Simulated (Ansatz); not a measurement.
# Ca3Yb: rattling a relaxed structure

It was reached by relaxing an invented guess, and it needn't be the stable form of this composition.

These are results of DFT PBE, scalar-relativistic, plane waves, PAW in Ansatz, not measurements. Settings: cutoff 420 eV, Γ-centred mesh 12×12×4 on the computed 4-atom cell, Gaussian smearing of 0.10 eV; no spin polarisation.

The cell below (4 atoms, space group P-6m2 (No. 187)) is relaxed within its symmetry.

```yaml
crystal:
  lattice:
    - [3.85202, 0.00000, 0.00000]
    - [-1.92601, 3.33595, 0.00000]
    - [0.00000, 0.00000, 12.73496]
  atoms:
    - { symbol: Ca, position: [0.00000, 0.00000, 0.00000] }
    - { symbol: Ca, position: [0.66667, 0.33333, 0.74686] }
    - { symbol: Ca, position: [0.66667, 0.33333, 0.25314] }
    - { symbol: Yb, position: [0.00000, 0.00000, 0.50000] }
```

For the test a repeat of it with 8 atoms (edges 3.85, 3.85, 25.47 Å) was strained at random (σ = 1.5 % a component), the atoms were moved at random (σ = 0.15 Å), and all was relaxed again on a coarse 6×6×1 mesh (in the run’s order of axes) with 0.20 eV smearing, with no symmetry imposed.

The 4f shell of Yb is treated without a Hubbard U. Trial moments died out on the coarse mesh, so the last step has no spin; another magnetic start might hold.

Q: Does it come back?

A: It returns, within 1 meV/atom of the unmoved cell on that mesh and with the same symmetry when read at 0.1 Å (P1 at 0.01 Å, so small strains and shifts remain). No instability shows in this cell; modes of other wave vectors, which need another repeat, aren't tested.
